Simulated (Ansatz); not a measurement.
Ir (fcc type), DFT, PBE, all-electron LAPW, scalar-relativistic (Ansatz 0.2.0), on 1 thread of Arm Neoverse N1 (shared host).

Command: `ansatz run input.yaml --threads 1 --pin off --max-ram 3584MiB --backend cpu --events-out ev --progress --plain --runs-dir out`

```yaml
crystal:
  lattice:
    - [0.0, 1.5430299263, 1.5430299263]
    - [1.5430299263, 0.0, 1.5430299263]
    - [1.5430299263, 1.5430299263, 0.0]
  atoms:
    - { symbol: Ir, position: [0.0, 0.0, 0.0] }
kpoints:
  mp_grid: { grid: [21, 21, 21] }
scf:
  occupations: { method: fermi_dirac, width: 0.08 }
hamiltonian:
  xc: pbe
  pseudopotentials: { kind: all_electron, lapw: { basis_error: 0.0005 } }
output:
  forces: true
  stress: true
  eigenvalues: true
relax:
  f_tol: 0.005
  max_steps: 12
  cell: { p_target: 1200.0, stress_tol: 0.6 }
```

Question: How large is the problem that the program sets up?

Answer: 286 irreducible k-points, 259 plane waves at Γ, 30 bands.

Question: About how long does it take, and how much memory?

Answer: 3.4 min of wall time for 14 SCF iterations over 3 geometries, with a peak of 0.74 GiB. Times on shared machines scatter by tens of per cent.
